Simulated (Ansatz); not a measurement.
Below is a relaxed structure of YMnC4N4. The cell was found from a structure generator's guess, not taken from experiment.

The calculation used DFT PBE, scalar-relativistic, plane waves, PAW (Ansatz). Cutoff 420 eV, Γ-centred mesh, Gaussian smearing, collinear spin.

```cif
data_structure
_symmetry_space_group_name_H-M 'P 1'
_symmetry_Int_Tables_number 1
_cell_length_a 6.4150
_cell_length_b 6.4150
_cell_length_c 6.4150
_cell_angle_alpha 90.000
_cell_angle_beta 90.000
_cell_angle_gamma 90.000
_cell_volume 264.00
loop_
_atom_site_label
_atom_site_type_symbol
_atom_site_fract_x
_atom_site_fract_y
_atom_site_fract_z
_atom_site_occupancy
Y1 Y 0.00000 0.00000 0.00000 1
Mn1 Mn 0.50000 0.50000 0.50000 1
C1 C 0.21535 0.21535 0.21535 1
C2 C 0.21535 0.78465 0.78465 1
C3 C 0.78465 0.21535 0.78465 1
C4 C 0.78465 0.78465 0.21535 1
N1 N 0.32115 0.32115 0.32115 1
N2 N 0.32115 0.67885 0.67885 1
N3 N 0.67885 0.32115 0.67885 1
N4 N 0.67885 0.67885 0.32115 1
```

Energies over the elements count from the elements' standard structures at the same level (N₂ as a molecule), with no fitted energy shifts.

Problem. What space group does it have?

Solution. P-43m (No. 215). Conventional cell: a = 6.415 Å. Y has 4 C at 2.39 Å; Mn is surrounded by 4 N at 1.99 Å; C is surrounded by 1 N at 1.18 Å and 1 Y at 2.39 Å; N is surrounded by 1 C at 1.18 Å and 1 Mn at 1.99 Å.

Problem. How far does it lie from the elements in energy?

Solution. +0.17 eV/atom. A positive value: parting into the elements would lower its energy.

Problem. Is it a metal?

Solution. Yes, bands cross the Fermi level on the 6×6×6 mesh.

Problem. Which magnetic moments does it keep?

Solution. 0.40 μB per atom net, the space between the atoms included; by site: Y -0.1; Mn 3.4 μB.

Problem. From what recipe could a structure generator have reached it?

Solution. One such recipe: two interpenetrating cyanide-bridged diamond nets (P-43m, No. 215). Other recipes can lead to the same cell.

The last run used collinear spin, a 6×6×6 mesh for its 10-atom cell and Gaussian smearing of 0.10 eV. In such compounds of Mn a zero gap at this level may well be an artefact, since no Hubbard U is applied. The reference form of C is held partly by dispersion forces, which this level lacks. Another magnetic order may lie lower. Symmetry constrained the relaxation, so the result can be a saddle point.
